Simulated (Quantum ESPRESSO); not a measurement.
Parts of the isotropic shielding in Al2O3, by PBE GIPAW on JTH datasets (Quantum ESPRESSO, modified build), 22.5 Ha, k-mesh 4×4×4 shifted:

```
CELL_PARAMETERS angstrom
      2.37849     1.37322     4.45952
     -2.37849     1.37322     4.45952
      0.00000    -2.74644     4.45952
ATOMIC_POSITIONS crystal
  Al 0.14898 0.14898 0.14898
  Al 0.85102 0.85102 0.85102
  Al 0.35102 0.35102 0.35102
  Al 0.64898 0.64898 0.64898
  O  0.94317 0.55683 0.25000
  O  0.05683 0.44317 0.75000
  O  0.25000 0.94317 0.55683
  O  0.75000 0.05683 0.44317
  O  0.55683 0.25000 0.94317
  O  0.44317 0.75000 0.05683
```
The cell was made here from a computed Materials Project entry: strained by +2 % along the unique axis and by -1 % across it, atoms relaxed (PBE without dispersion, pw.x of Quantum ESPRESSO, symmetry kept). The parent is Al2O3 in R-3c. Stability against distortions was not tested.

The core term is that of the free atom's frozen core; the paramagnetic column sums the reconstruction terms. Shieldings are absolute and leave out the bulk-susceptibility term; a larger σ means a smaller chemical shift. By our sweeps, such settings leave a few ppm in absolute σ. No d partial waves on Al: the paramagnetic term there is incompletely reconstructed.

```json
[
 {"site": "Al (atoms 1, 2, 3, 4)", "core": "766.8", "bare (smooth current)": "-20.8", "diamagnetic correction": "2.2", "paramagnetic corrections": "?", "σ_iso (ppm)": "?"},
 {"site": "O (atoms 5, 6, 7, 8, 9, 10)", "core": "271.1", "bare (smooth current)": "47.1", "diamagnetic correction": "26.7", "paramagnetic corrections": "?", "σ_iso (ppm)": "?"}
]
```

Q: Some entries are withheld; supply them.

A: 
- Al (atoms 1, 2, 3, 4), paramagnetic corrections: -214.1
- Al (atoms 1, 2, 3, 4), σ_iso (ppm): 534.2
- O (atoms 5, 6, 7, 8, 9, 10), paramagnetic corrections: -183.0
- O (atoms 5, 6, 7, 8, 9, 10), σ_iso (ppm): 161.9
